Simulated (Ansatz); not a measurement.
Input:

BP:
Space group P6₃/mmc (No. 194); a = b = 3.070 Å, c = 5.061 Å, α = β = 90.00°, γ = 120.00°

| atom | site | symmetry | x | y | z |
|---|---|---|---|---|---|
| B | 2a | -3m. | 0.0000 | 0.0000 | 0.0000 |
| P | 2c | -6m2 | 0.3333 | 0.6667 | 0.2500 |

This is the r²SCAN-relaxed structure.

All from r²SCAN (plane waves, PAW; program Ansatz), unless another level is named. Estimate the electronic character.

metallic (no gap).

Next, the formation energy from the elements (no fitted shifts)?

0.86 eV/atom.

Next, the density of states at the Fermi level?

0.24 states/eV per atom (mean over ±0.08 eV).

Space group P6_3/mmc (NiAs type). The cell is a constructed one: a structure type filled with these elements; neither database checked (COD, Materials Project) lists it. It is not the phase usual at ambient conditions (space group No. 216). The cell was relaxed with r²SCAN under the symmetry of its start; whether a distortion lowers the energy is not shown. The references are the lowest solids computed at this level, not always the standard phases.

Potentials: the earlier of the program's two PAW sets. The files were generated under PBE; for other functionals the program regenerates the frozen cores, and for LDA and PBEsol the local potential too.
